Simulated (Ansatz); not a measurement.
# MnIr: reading a single point

```xyz
4
Lattice="3.9080 0.0000 0.0000 0.0000 3.9080 0.0000 0.0000 0.0000 3.6931" Properties=species:S:1:pos:R:3 pbc="T T T"
Mn    0.0000    1.9540    1.8466
Mn    1.9540    0.0000    1.8466
Ir    0.0000    0.0000    0.0000
Ir    1.9540    1.9540    0.0000
```

The numbers come from plane-wave PAW DFT (Ansatz): r2SCAN, no spin polarisation, 500 eV, 9×9×9 Γ-centred k points, fermi-dirac occupations (width 0.0846 eV). Nothing was relaxed.

- At the Fermi level: It is a metal, with about 6.5 states/eV a cell as the mean within 0.25 eV of the Fermi level, mostly Mn d (78 %) and Ir d (19 %).
- Stress: The pressure is -32.0 GPa (compression positive), so with the atoms held at these fractions the cell would first shrink. The principal stresses -34.8, -34.8, -26.2 GPa differ, so its shape would change too.
- Formation energy: 0.28 eV an atom against the elements' usual phases (free molecules for gases, crystals otherwise, with no correction for O₂ or N₂), so at this geometry it isn't bound against them. Relaxing would lower it.
- Charges: Bader charges in e: Mn +0.67, Ir -0.67. In the mean Mn gives up most and Ir takes most.

Origin: a database entry at a rescaled volume. Caveats: no spin polarisation, so a magnetic state may lie lower; atoms or cell far from equilibrium.
